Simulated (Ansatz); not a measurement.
**Profile along the Ti–Ti line in Ti (hcp, Mg type)**

Ti (hcp, Mg type), conventional cell a = b = 2.901 Å, c = 4.590 Å, α = β = 90.00°, γ = 120.00°. The calculation uses the primitive cell of 2 atoms, to which meshes and values per cell refer.

Fields along a shortest Ti–Ti line of a (1 -1 0 0) plane (2.90 Å), from Ti to Ti, interpolated on the slice's grid (step about 0.2 Å). Computed with PBEsol (plane waves to 420 eV, PAW, scalar-relativistic; Ansatz, an electronic-structure program). k mesh 18×18×10. Near the nuclei the fields are pseudised (PAW); where an atom keeps semicore shells as valence, they peak there. Ti is run without spin polarisation. Ti was relaxed with its symmetry unable to fall.

```json
[
 {"distance from Ti (Å)": "0.00", "valence electron density (e/Å³)": "10.23", "electron localisation function": "x"},
 {"distance from Ti (Å)": "0.29", "valence electron density (e/Å³)": "8.90", "electron localisation function": "x"},
 {"distance from Ti (Å)": "0.58", "valence electron density (e/Å³)": "3.90", "electron localisation function": "0.65"},
 {"distance from Ti (Å)": "0.87", "valence electron density (e/Å³)": "0.71", "electron localisation function": "0.31"},
 {"distance from Ti (Å)": "1.16", "valence electron density (e/Å³)": "0.24", "electron localisation function": "0.14"},
 {"distance from Ti (Å)": "1.45", "valence electron density (e/Å³)": "0.20", "electron localisation function": "0.26"},
 {"distance from Ti (Å)": "1.74", "valence electron density (e/Å³)": "0.24", "electron localisation function": "0.14"},
 {"distance from Ti (Å)": "2.03", "valence electron density (e/Å³)": "0.71", "electron localisation function": "0.31"},
 {"distance from Ti (Å)": "2.32", "valence electron density (e/Å³)": "3.90", "electron localisation function": "0.65"},
 {"distance from Ti (Å)": "2.61", "valence electron density (e/Å³)": "8.90", "electron localisation function": "x"},
 {"distance from Ti (Å)": "2.90", "valence electron density (e/Å³)": "10.23", "electron localisation function": "x"}
]
```

x: too close to a nucleus for the ELF to mean much.

Density on the Ti–Ti line (2.90 Å) at its midpoint: 0.20 e/Å³. ELF at that point: 0.3.
